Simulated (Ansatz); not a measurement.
## Cutoff convergence: Sn

System: Sn (diamond type, first atom moved by 0.06 Å along [111]), 2 atoms in the cell.

```
CELL_PARAMETERS angstrom
0.00000 3.32500 3.32500
3.32500 0.00000 3.32500
3.32500 3.32500 0.00000
ATOMIC_POSITIONS crystal
Sn 0.00521 0.00521 0.00521
Sn 0.25000 0.25000 0.25000
```

Theory: HSE06, plane waves, PAW datasets (generated soft set 1) (Ansatz).

Exchange singularity: Wigner-Seitz; k-mesh 4×4×4 Γ-centred; Fermi–Dirac smearing of 0.1 eV; no spin polarisation; no spin–orbit coupling.

Cutoffs run: 280, 300, 320, 340, 380, 420, 480, 560 eV. At 560 eV the pressure at a fixed basis is -1.11 GPa and the rms force 0.421 eV/Å.

**Question.** From which of these cutoffs on do the forces lie within 5 meV/Å (rms) of the highest one?

**Answer.** Even the lowest tried, 280 eV, does.

**Question.** What pressure at a fixed basis does the 280 eV run show?

**Answer.** -4.13 GPa. An incomplete basis pulls the printed pressure down.

**Question.** Give the whole series.

**Answer.** 
| cutoff (eV) | E − E(top) (meV/atom) | pressure at fixed basis (GPa) | corrected pressure (GPa) | rms force change (meV/Å) |
| --- | --- | --- | --- | --- |
| 280 | 67.1 | -4.13 | -0.94 | 1.9 |
| 300 | 21.1 | -2.23 | -1.08 | 2.6 |
| 320 | 5.7 | -1.45 | -1.10 | 1.6 |
| 340 | 1.7 | -1.20 | -1.10 | 0.7 |
| 380 | 0.6 | -1.12 | -1.11 | 0.2 |
| 420 | 0.3 | -1.12 | -1.11 | 0.2 |
| 480 | 0.1 | -1.11 | -1.11 | 0.2 |
| 560 | 0.0 | -1.11 | -1.11 | 0.0 |

The k-mesh is coarse, so these values belong to this mesh and can lie far from the converged ones.
